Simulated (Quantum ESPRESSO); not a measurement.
# Quadrupole interaction in Cs2LiScF6

```yaml
crystal:
  lattice:
    - [0.00000, 4.39574, 4.39574]
    - [4.39574, 0.00000, 4.39574]
    - [4.39574, 4.39574, 0.00000]
  atoms:
    - { symbol: Cs, position: [0.75000, 0.75000, 0.75000] }
    - { symbol: Cs, position: [0.25000, 0.25000, 0.25000] }
    - { symbol: Li, position: [0.50000, 0.50000, 0.50000] }
    - { symbol: Sc, position: [0.00000, 0.00000, 0.00000] }
    - { symbol: F, position: [0.76533, 0.23467, 0.23467] }
    - { symbol: F, position: [0.23467, 0.76533, 0.76533] }
    - { symbol: F, position: [0.23467, 0.76533, 0.23467] }
    - { symbol: F, position: [0.76533, 0.23467, 0.76533] }
    - { symbol: F, position: [0.23467, 0.23467, 0.76533] }
    - { symbol: F, position: [0.76533, 0.76533, 0.23467] }
```
The cell comes from the Materials Project (a computed structure). It is Cs2LiScF6 in Fm-3m; whether this form has been observed was not checked. Stability against distortions was not tested. The run has no spin polarisation.

Convention: |Vzz| is the largest principal value, η_Q = (Vxx − Vyy)/Vzz, |C_Q| = |eQVzz/h|. Cores are frozen. Against all-electron runs on small test molecules, this scheme's |Vzz| missed by −6 to +4 % (−29 % in KF) on F.

Quadrupole moments taken as inputs (sizes, barn, from the tables of PySCF and pymatgen): ¹³³Cs 0.00343, ⁷Li 0.0401, ⁴⁵Sc 0.22.

### Question
What do the calculations give at each independent site (field gradients by a PBE PAW density (pw.x of a modified build of Quantum ESPRESSO, JTH datasets) with the all-electron reconstruction of Petrilli and co-workers, 22.5 Ha, k-mesh 5×5×5 through Γ)?

### Answer
```tsv
site	site symmetry	Vzz (a.u.)	η_Q	∣C_Q∣ (MHz)
Cs (atoms 1, 2)	-43m	0	–	0 (¹³³Cs)
Li (atom 3)	m-3m	0	–	0 (⁷Li)
Sc (atom 4)	m-3m	0	–	0 (⁴⁵Sc)
F (atoms 5, 6, 7, 8, 9, 10)	4mm	0.426	0.00	–
```
